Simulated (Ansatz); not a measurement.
Be$_{2}$C:
```cif
data_CBe2
_chemical_formula_sum 'Be2 C1'
_space_group_name_H-M_alt 'P 1'
_space_group_IT_number 1
_cell_length_a 3.01816
_cell_length_b 3.01816
_cell_length_c 3.01816
_cell_angle_alpha 60.000
_cell_angle_beta 60.000
_cell_angle_gamma 60.000
loop_
_space_group_symop_operation_xyz
  'x, y, z'
loop_
_atom_site_label
_atom_site_type_symbol
_atom_site_fract_x
_atom_site_fract_y
_atom_site_fract_z
_atom_site_occupancy
Be1 Be 0.75000 0.75000 0.75000 1
Be2 Be 0.25000 0.25000 0.25000 1
C1 C 0.00000 0.00000 0.00000 1
```

Relaxed with LDA.

Task: Give the optical modes at the zone centre with their infrared and Raman activity from DFPT, LDA in the plane-wave PAW code Ansatz.

Result: Transverse frequencies, without the LO–TO term; a row sums one degenerate level.

| ω (cm⁻¹) | degeneracy | IR ((D/Å)²/amu) | Raman (Å⁴/amu) | activity | symmetry |
|---|---|---|---|---|---|
| 674 | 3 | 88.78 | 0 | IR | T1u |
| 722 | 3 | 0.00 | 1.8 | Raman | T2g |

Task: How high does the top mode go among those that the LO–TO term moves?

Result: 964 cm⁻¹ for q along x.

Space group Fm-3m (fluorite or antifluorite type). The LDA relaxation kept the symmetry of its start; phonons on a q-mesh show no instability.

Potentials: the later of the program's two PAW sets.
